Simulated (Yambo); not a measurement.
A G0W0@PBEsol run in Yambo for RbOH (space group Cmc2_1, No. 36) (4×4×2 Γ-centred k mesh, 200 bands and a 6 Ry block in the screening, 200 bands in G with the Bruneval-Gonze terminator, plasmon pole fitted at 27.2 eV) gives these matrix elements, in eV, at the band edges (Γ → Γ):

```tsv
state	E0	<Vxc>	<Σx>	<Σc(E0)>	Z
valence edge	0.000	-18.466	-24.311	4.080	0.796
conduction edge	3.580	-8.802	-4.618	-3.161	0.874
```

Q: Solve the linearised quasiparticle equation for both states, give the gap, and say how exchange and correlation each act on it.

A: E = E0 + Z(Σx + Σc − Vxc). Valence: 0.000 + 0.796 × (-24.311 + (4.080) − (-18.466)) = -1.41 eV. Conduction: 3.580 + 0.874 × (-4.618 + (-3.161) − (-8.802)) = 4.47 eV. The gap is 5.88 eV, against 3.58 eV in PBEsol. Replacing Vxc by bare exchange alone would open it by 10.03 eV; correlation takes back 7.24 eV of that, and Z scales what is left. Convergence of the G0W0 settings was not tested. 

Geometry of the Materials Project entry, not relaxed at this level; primitive cell a = 5.774 Å, b = 5.774 Å, c = 4.203 Å, α = 90.00°, β = 90.00°, γ = 138.22°.

The structure is a Materials Project entry; no match was found in the copy of COD used, and its stability was not checked.
